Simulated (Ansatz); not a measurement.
ZrSi$_{2}$:
Space group Cmcm (No. 63); a = 3.7060 Å, b = 14.7988 Å, c = 3.6768 Å, α = β = γ = 90.00°

```
atom  site  symmetry       x       y       z
----  ----  --------  ------  ------  ------
Zr      4c       m2m  0.0000  0.1054  0.7500
Si      4c       m2m  0.0000  0.5531  0.2500
Si      4c       m2m  0.0000  0.2503  0.2500
```
(The calculation used a cell of 6 atoms; values per cell refer to that cell.)

Relaxed with PBE.

Question: Which orbitals make up the states near the Fermi level in PBE (plane waves, PAW; program Ansatz)?

Answer: Within 0.5 eV of the Fermi level: Zr 4d 54 %, Si 3p 33 %, Si 3s 7 %. Projections are on Löwdin-orthogonalised atomic valence shells; empty p or d shells of many metals are not among them.

Question: Tabulate the density of states.

Answer: States/eV per cell of 6 atoms, in 0.25 eV bins, energy from the Fermi level.

| E (eV) | total | Zr 4d | Si 3p | Si 3s |
|---|---|---|---|---|
| -7.85 | 1.29 | 0.21 | 0.37 | 0.66 |
| -7.60 | 1.47 | 0.25 | 0.42 | 0.73 |
| -7.35 | 1.82 | 0.31 | 0.46 | 0.95 |
| -7.10 | 1.80 | 0.32 | 0.50 | 0.88 |
| -6.85 | 1.48 | 0.30 | 0.39 | 0.72 |
| -6.60 | 1.08 | 0.23 | 0.26 | 0.54 |
| -6.35 | 1.03 | 0.19 | 0.29 | 0.48 |
| -6.10 | 0.93 | 0.16 | 0.31 | 0.40 |
| -5.85 | 1.16 | 0.18 | 0.55 | 0.33 |
| -5.60 | 1.08 | 0.17 | 0.66 | 0.17 |
| -5.35 | 1.63 | 0.27 | 0.97 | 0.26 |
| -5.10 | 2.63 | 0.45 | 1.59 | 0.35 |
| -4.85 | 2.16 | 0.41 | 1.32 | 0.24 |
| -4.60 | 1.96 | 0.38 | 1.19 | 0.23 |
| -4.35 | 2.19 | 0.46 | 1.32 | 0.24 |
| -4.10 | 2.50 | 0.57 | 1.52 | 0.23 |
| -3.85 | 3.23 | 0.79 | 1.96 | 0.25 |
| -3.60 | 2.89 | 0.72 | 1.79 | 0.21 |
| -3.35 | 3.65 | 0.95 | 2.30 | 0.22 |
| -3.10 | 4.40 | 1.31 | 2.67 | 0.22 |
| -2.85 | 5.50 | 1.79 | 3.28 | 0.20 |
| -2.60 | 4.68 | 1.92 | 2.43 | 0.16 |
| -2.35 | 4.55 | 1.87 | 2.42 | 0.11 |
| -2.10 | 5.81 | 2.53 | 2.97 | 0.13 |
| -1.85 | 4.29 | 2.09 | 1.94 | 0.12 |
| -1.60 | 3.13 | 1.62 | 1.32 | 0.09 |
| -1.35 | 2.39 | 1.31 | 0.92 | 0.07 |
| -1.10 | 2.03 | 1.17 | 0.73 | 0.06 |
| -0.85 | 1.50 | 0.86 | 0.54 | 0.05 |
| -0.60 | 1.36 | 0.75 | 0.51 | 0.05 |
| -0.35 | 0.84 | 0.49 | 0.31 | 0.02 |
| -0.10 | 1.02 | 0.63 | 0.30 | 0.04 |
| 0.15 | 2.18 | 1.16 | 0.70 | 0.19 |
| 0.40 | 2.79 | 1.41 | 0.96 | 0.24 |
| 0.65 | 2.92 | 1.60 | 0.87 | 0.24 |
| 0.90 | 2.84 | 1.58 | 0.76 | 0.26 |
| 1.15 | 2.78 | 1.43 | 0.82 | 0.28 |
| 1.40 | 3.04 | 1.60 | 0.80 | 0.31 |
| 1.65 | 4.18 | 2.09 | 1.10 | 0.44 |
| 1.90 | 4.53 | 2.15 | 1.15 | 0.55 |
| 2.15 | 4.48 | 2.23 | 1.12 | 0.50 |
| 2.40 | 4.09 | 2.09 | 1.01 | 0.43 |
| 2.65 | 4.70 | 2.56 | 1.04 | 0.47 |
| 2.90 | 5.65 | 3.20 | 1.13 | 0.53 |
| 3.15 | 5.70 | 3.24 | 1.13 | 0.53 |
| 3.40 | 5.34 | 2.77 | 1.19 | 0.56 |
| 3.65 | 4.76 | 2.23 | 1.19 | 0.49 |
| 3.90 | 4.76 | 2.04 | 1.26 | 0.48 |
| 4.15 | 4.06 | 1.65 | 1.15 | 0.41 |
| 4.40 | 4.32 | 1.62 | 1.28 | 0.38 |

The PBE relaxation kept the symmetry of its start. The run is not spin-polarised. Spin–orbit coupling is left out wherever it is not named.

Potentials: the later of the program's two PAW sets.
